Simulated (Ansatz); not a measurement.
# Phonon dispersion of Al4CoNi3

All numbers below come from Ansatz, DFT PBE, scalar-relativistic, plane waves, PAW. Plane waves to 420 eV; Γ-centred k mesh 10×10×8; Gaussian smearing of 0.20 eV. Collinear spin, site moments 0.0, 0.0, 0.0, 0.0, 0.0, 0.1, 0.1, 0.5 μB. Phonons by linear response, acoustic sum rule imposed.

The cell, relaxed at this level:
```
Al Ni Co
1.0
     4.08288    0.00000    0.00000
     0.00000    4.08288    0.00000
     0.00000    0.00000    5.76826
Al Ni Co
4 3 1
Cartesian
  0.0000 2.0414 4.3176
  0.0000 2.0414 1.4506
  2.0414 0.0000 4.3176
  2.0414 0.0000 1.4506
  0.0000 0.0000 0.0000
  0.0000 0.0000 2.8841
  2.0414 2.0414 0.0000
  2.0414 2.0414 2.8841
```

The structure comes from a generated guess, relaxed at this level; another structure or a mixture of phases may lie lower. In a metal, frequencies and elastic constants depend on the k mesh and the smearing, soft modes and shear constants most. Some empty bands missed the eigensolver's threshold. The q mesh is coarse, so values between its points are rough.

Force constants from linear response on a 2×2×1 q mesh.

Path: Γ–X–M–Γ–Z–R–A–Z | X–R | M–A. Only the points of the 2×2×1 mesh were computed; the rest is interpolation, which is rough on so few points. On the mesh no mode is imaginary. Distance along the path (Å⁻¹), then the branches (cm⁻¹, negative for imaginary):
```
0.000  0 0 0 134 134 171 171 174 182 182 197 217 258 266 266 297 298 298 333 333 334 350 350 358
0.192  22 45 67 130 139 168 168 171 179 180 193 208 259 268 274 295 297 299 331 332 336 348 348 358
0.385  42 87 118 125 150 162 164 164 171 177 182 194 261 276 287 292 297 305 324 328 340 342 343 356
0.577  63 102 124 152 154 156 157 162 167 169 179 180 266 282 288 302 303 314 314 322 330 335 346 354
0.769  82 83 149 150 152 154 155 156 158 169 177 184 274 274 300 302 312 314 315 315 323 326 351 351
0.962  101 101 144 146 147 154 156 168 168 169 180 188 272 273 287 289 302 304 324 327 334 335 351 351
1.154  133 133 139 142 144 155 163 168 180 184 188 198 270 270 272 274 287 290 337 340 345 346 350 351
1.347  130 136 137 151 161 163 169 172 192 193 205 210 261 263 266 266 272 275 346 348 350 350 353 354
1.539  126 136 136 148 170 170 172 175 197 197 217 217 257 259 264 265 265 267 348 350 350 351 355 357
1.811  134 137 138 152 152 160 161 178 187 190 197 202 259 264 271 271 272 287 341 346 348 349 352 356
2.083  108 118 141 143 145 153 157 166 171 179 184 188 261 262 283 284 298 317 318 324 342 344 353 355
2.355  55 63 83 136 136 163 168 169 176 181 190 203 259 264 285 294 294 305 324 336 337 342 351 357
2.627  0 0 0 134 134 171 171 174 182 182 197 217 258 266 266 297 298 298 333 333 334 350 350 358
2.763  29 29 39 135 135 166 166 175 180 180 196 214 258 268 268 295 297 297 334 334 334 350 350 360
2.899  58 58 77 139 139 154 154 176 176 176 192 205 258 273 273 291 295 295 334 336 336 348 348 364
3.036  85 85 110 135 135 144 144 172 172 176 182 198 258 279 279 287 292 292 334 338 338 347 347 367
3.172  106 106 118 118 129 146 146 166 170 170 180 196 258 282 282 286 289 289 334 339 339 346 346 368
3.364  101 107 113 116 143 144 153 166 167 171 182 194 261 275 284 284 291 298 332 337 341 343 344 366
3.556  98 112 113 127 134 142 156 165 174 178 184 188 266 269 290 291 297 302 331 333 333 338 342 362
3.749  111 113 119 122 143 143 144 166 170 176 182 185 270 277 300 303 305 306 319 322 328 332 342 355
3.941  113 114 129 132 134 134 156 159 166 175 177 182 280 280 305 307 310 312 316 318 321 322 348 348
4.133  113 114 133 139 143 144 160 162 166 176 178 184 281 281 294 296 297 300 324 327 332 334 348 349
4.326  120 123 143 150 159 160 165 168 173 177 180 190 276 276 281 284 286 287 332 334 339 341 355 355
4.518  133 138 151 156 159 169 173 176 177 179 191 196 262 264 269 272 290 290 336 338 340 341 363 364
4.711  147 147 150 154 158 169 178 178 179 179 198 198 257 259 264 267 292 292 337 339 341 341 366 367
4.983  121 139 146 155 158 165 170 173 182 182 184 195 264 269 269 279 285 293 333 339 340 341 359 363
5.255  93 128 132 140 144 146 158 168 178 181 189 189 272 272 275 275 305 312 318 321 340 342 353 358
5.527  91 113 117 123 139 144 162 163 167 174 184 194 263 273 280 285 292 305 327 336 339 343 345 365
5.799  106 106 118 118 129 146 146 166 170 170 180 196 258 282 282 286 289 289 334 339 339 346 346 368
5.867  83 84 149 149 152 154 154 157 158 169 177 184 274 274 301 302 311 313 316 316 323 326 351 351
6.003  89 90 143 145 150 151 152 156 162 171 178 184 276 276 303 304 308 310 319 319 322 324 350 350
6.139  100 100 138 138 141 144 154 158 165 173 178 183 278 278 306 306 308 308 319 320 321 322 349 349
6.275  111 111 131 134 135 135 156 159 166 174 177 182 280 280 305 307 309 312 316 319 321 322 348 348
6.343  126 136 136 148 170 170 172 175 197 197 217 217 257 259 264 265 265 267 348 350 350 351 355 357
6.480  128 137 137 150 171 171 171 174 195 195 213 213 257 259 264 267 270 270 346 348 349 349 358 360
6.616  134 140 140 153 167 172 173 173 190 190 205 205 257 259 264 267 280 280 341 343 346 346 362 364
6.752  143 145 145 156 161 170 176 176 183 183 200 200 257 259 264 267 289 289 338 340 343 343 365 366
6.888  147 147 150 154 158 169 178 178 179 179 198 198 257 259 264 267 292 292 337 339 341 341 366 367
```
